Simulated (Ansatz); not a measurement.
Relaxed-ion elastic tensor of ScPd$_{3}$ (Cu3Au type, space group No. 221) in GPa (Voigt order), LDA (plane waves, PAW; program Ansatz); density 10.18 g/cm³, 14.85 Å³ per atom.

|  | 1 | 2 | 3 | 4 | 5 | 6 |
|---|---|---|---|---|---|---|
| 1 | 250 | 155 | 155 | 0.0 | 0.0 | 0.0 |
| 2 | 155 | 250 | 155 | 0.0 | 0.0 | 0.0 |
| 3 | 155 | 155 | 250 | 0.0 | 0.0 | 0.0 |
| 4 | 0.0 | 0.0 | 0.0 | 104 | 0.0 | 0.0 |
| 5 | 0.0 | 0.0 | 0.0 | 0.0 | 104 | 0.0 |
| 6 | 0.0 | 0.0 | 0.0 | 0.0 | 0.0 | 104 |

Question: Is the crystal mechanically stable?

Answer: Yes: the smallest eigenvalue of C is 95.5 GPa.

Question: Work out the Voigt, Reuss and Hill averages.

Answer: K_V = 187, K_R = 187, K_H = 187; G_V = 81.5, G_R = 70.7, G_H = 76.1 GPa.

Question: Give Young's modulus, Poisson's ratio, Pugh's ratio and the universal anisotropy index.

Answer: E = 9KG/(3K + G) = 201 GPa; ν = 0.32; K/G = 2.45 (ductile by the Pugh limit of 1.75); A_U = 5G_V/G_R + K_V/K_R − 6 = 0.76.

Question: Estimate the sound speeds and the Debye temperature.

Answer: v_l = √((K + 4G/3)/ρ) = 5320 m/s, v_t = √(G/ρ) = 2730 m/s, mean 3060 m/s; Θ = (h/k)(3n/4πV)^(1/3) v_m = 371 K.

Question: Give the Zener ratio and Young's modulus along [100], [110] and [111].

Answer: A = 2C44/(C11 − C12) = 2.18; 1/E = S11 − 2(S11 − S12 − S44/2)Γ with Γ = 0, 1/4, 1/3 gives 132, 211, 263 GPa.

Question: Solve the Christoffel equation for the three sound speeds along [100], [110], [111].

Answer: Eigenvalues of C_ijkl n_j n_l equal ρv². In km/s, slowest first: [100] 3.20, 3.20, 4.96; [110] 2.17, 3.20, 5.49; [111] 2.56, 2.56, 5.65.

Space group Pm-3m (Cu3Au type). The first step of the workflow began from a Materials Project structure, measured or hypothetical; the Crystallography Open Database files this formula in space group No. 221, but the cells were not matched. Whether it is the stable phase at ambient conditions was not checked. The LDA relaxation kept the symmetry of its start; of distortions, only those at the zone centre were tested. The run is not spin-polarised. As this level gives no gap, shear constants depend on the k-mesh and smearing (Fermi–Dirac, 0.1 eV here).

Potentials: the later of the program's two PAW sets.
